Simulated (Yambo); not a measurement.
Yambo run on PbI$_{2}$ (CdI2 type, space group P-3m1, No. 164). The wavefunctions are PBE (stringent potentials; pw.x of Quantum ESPRESSO, ONCV potentials, without SOC) ones on a 3×3×2 mesh (36 occupied bands); a = b = 4.5372 Å, c = 7.0659 Å, α = β = 90.00°, γ = 120.00°.

Yambo input:

```
rim_cut
HF_and_locXC
RandQpts= 1000000
RandGvec= 1 Ry
EXXRLvcs= 112.5 Ry
VXCRLvcs= 450 Ry
% QPkrange
 1 | 1 | 36 | 37 |
 2 | 2 | 36 | 37 |
 5 | 5 | 36 | 37 |
 6 | 6 | 36 | 37 |
%
```

k points by index: 1 = Γ, 2 = A, 5 = K, 6 = H.

The o-*.hf file then holds:

```
#    K-point    Band    Eo [eV]    Ehf [eV]    Vxc [eV]    Vnlxc [eV]
#
    1    36    -0.768862    -3.401337    -13.48866    -16.12113
    1    37    2.493772    6.108522    -10.18400    -6.569246
    2    36    0.000000    -1.921735    -13.93047    -15.85221
    2    37    2.255521    5.874028    -9.999740    -6.381233
    5    36    -0.678949    -2.997234    -12.92610    -15.24438
    5    37    4.263853    8.275276    -12.37917    -8.367749
    6    36    -0.114176    -2.222812    -13.86187    -15.97051
    6    37    3.357383    7.035909    -10.73135    -7.052826
```
Exchange alone, without screening.

Geometry relaxed with PBEsol.
